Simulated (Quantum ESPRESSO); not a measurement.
AlIr2Re2PdVTa, different elements on one site, starting from this cell

Simulated, not a measurement. The program is pw.x of Quantum ESPRESSO 7.5 (plane-wave density functional theory). The cell is made up: eight metal atoms on a hexagonal close-packed lattice, with elements, volume, strain and displacements drawn at random and not relaxed, so it may be unstable or far from any real phase. PseudoDojo standard norm-conserving files set the functional (PBE unless stated); there is no spin polarisation or spin-orbit coupling, the Fermi-Dirac width of 0.25 eV means electrons at about 2900 K, and the masses in the input are unused placeholders. The tin pseudopotential is less sure than most, with forces differing by about three percent from a second method on plain tin. Heavy elements are run without spin-orbit coupling, which real alloys of them have. A spin test at this wide smearing found no moment, but such smearing suppresses magnetism that the real alloy may have.

The runs put different elements on site 1. Cell, positions, cutoff, mesh and smearing stay as in the input of run 1; sites are counted in its order. Stress in the tables is positive in tension.

Input of run 1:

```
&control calculation='scf', pseudo_dir='./dojo.nc.sr.pbe.v0_5.standard.upf', outdir='./o', disk_io='minimal', tprnfor=.true., tstress=.true. /
&system ibrav=0, nat=8, ntyp=6, nbnd=74, ecutwfc=84.00895049, nosym=.true., tot_charge=0,
 occupations='smearing', smearing='fd', degauss=0.0183746611
/
&electrons conv_thr=1.470e-08, electron_maxstep=70, mixing_beta=0.5 /
ATOMIC_SPECIES
Al 1.0 Al.upf
Ir 1.0 Ir.upf
Pd 1.0 Pd.upf
Re 1.0 Re.upf
Ta 1.0 Ta.upf
V 1.0 V.upf
CELL_PARAMETERS angstrom
-0.0073 0.0002 4.5685
5.712 -0.0011 -0.0092
-2.8569 5.0409 0.0048
ATOMIC_POSITIONS angstrom
Al 0.0575 -0.0177 -0.0018
Ir -1.4052 2.4758 -0.0085
Re 2.8331 0.0347 -0.0057
Pd 1.3886 2.5257 0.0428
V -0.0033 1.7204 2.2885
Re -1.4063 4.2425 2.2826
Ir 2.8525 1.7184 2.2271
Ta 1.4388 4.1794 2.2994
K_POINTS automatic
5 5 5 1 1 1
```

```
run  elements on sites 1 to 8  -TS (eV)  pressure (GPa)  stress xx (GPa)  stress yy (GPa)  stress zz (GPa)  stress yz (GPa)  stress xz (GPa)  stress xy (GPa)  iterations
  1    Al Ir Re Pd V Re Ir Ta    -1.541          -18.78            19.91            20.69            15.75             0.16            -0.64            -1.50          21
  2    Pd Ir Re Pd V Re Ir Ta    -1.699          -19.55            17.59            21.82            19.24             0.18            -0.52            -0.40          21
  3    Au Ir Re Pd V Re Ir Ta    -1.616          -16.16            14.65            18.28            15.55             0.16            -0.63            -0.85          21
  4    Sn Ir Re Pd V Re Ir Ta    -1.500          -10.35            11.46            12.54             7.04             0.09            -0.73            -1.36          19
```

Forces Fx Fy Fz (eV/Å):

| site | run 1 | run 2 | run 3 | run 4 |
| --- | --- | --- | --- | --- |
| 1 | -0.02 0.25 0.10 | -0.48 0.27 0.00 | -0.53 0.31 0.02 | -0.35 0.49 0.14 |
| 2 | 0.01 -0.07 -0.03 | -0.11 0.55 -0.04 | -0.12 0.48 -0.04 | 0.02 -0.11 -0.02 |
| 3 | 0.12 0.33 -0.03 | -0.34 0.10 -0.02 | -0.18 0.16 -0.02 | 0.52 0.38 -0.03 |
| 4 | 0.29 -0.14 -0.47 | 0.11 0.05 -0.44 | 0.15 0.09 -0.43 | 0.30 -0.13 -0.47 |
| 5 | -0.40 0.14 -0.03 | -0.37 0.02 0.00 | -0.36 0.19 -0.01 | -0.44 0.78 -0.05 |
| 6 | -0.01 -0.38 0.04 | 1.07 -0.94 0.05 | 1.23 -1.06 0.07 | 0.76 -0.82 0.04 |
| 7 | 0.34 -0.14 0.53 | 0.39 -0.17 0.51 | 0.39 -0.12 0.53 | 0.34 -0.19 0.57 |
| 8 | -0.33 0.02 -0.12 | -0.27 0.12 -0.07 | -0.59 -0.05 -0.11 | -1.15 -0.40 -0.19 |

Energies are left out, as each element's file has its own zero. A rerun of one cell of this series at a higher cutoff and on a denser mesh moved values by no more than 0.004 eV in energy, 0.03 GPa in stress and 0.008 eV/Å in force, and a second program with other atomic files agreed on that cell to 2 % rms in force and 0.5 GPa in pressure.